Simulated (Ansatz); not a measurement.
Input:

MoSe:
```xyz
12
Lattice="9.0168 0.0000 0.0000 -4.5084 7.8087 0.0000 0.0000 0.0000 4.4167" Properties=species:S:1:pos:R:3 pbc="T T T"
Mo     1.5640     0.0000     1.1042
Se     1.5056     2.6078     1.1042
Mo    -0.7820     1.3544     1.1042
Se     6.0056     0.0000     1.1042
Mo     3.7264     6.4543     1.1042
Se    -3.0028     5.2010     1.1042
Mo     0.7820     1.3544     3.3125
Se    -1.5056     2.6078     3.3125
Mo     7.4528     0.0000     3.3125
Se     3.0028     5.2010     3.3125
Mo    -3.7264     6.4543     3.3125
Se     3.0112     0.0000     3.3125
```

This is the r²SCAN+D4-relaxed structure.

Problem. All from DFT-r²SCAN+D4 in the program Ansatz with PAW potentials, unless another level is named. Estimate the electronic character.

Solution. metallic (no gap).

Problem. And the formation energy from the elements (no fitted shifts)?

Solution. -0.45 eV/atom.

Problem. Give the gap with spin–orbit coupling.

Solution. none (metallic).

Space group P6_3/mcm. The start of the workflow was typed in or built on a structure type; neither database checked (COD, Materials Project) lists it. Its standing as an ambient phase is unchecked. Symmetry was held in the r²SCAN+D4 relaxation; its stability against distortions is not shown here. The workflow began spin-polarised and lost its moments. The references are the lowest solids computed at this level, not always the standard phases. Spin–orbit coupling is left out wherever it is not named.

Potentials: the later of the program's two PAW sets.
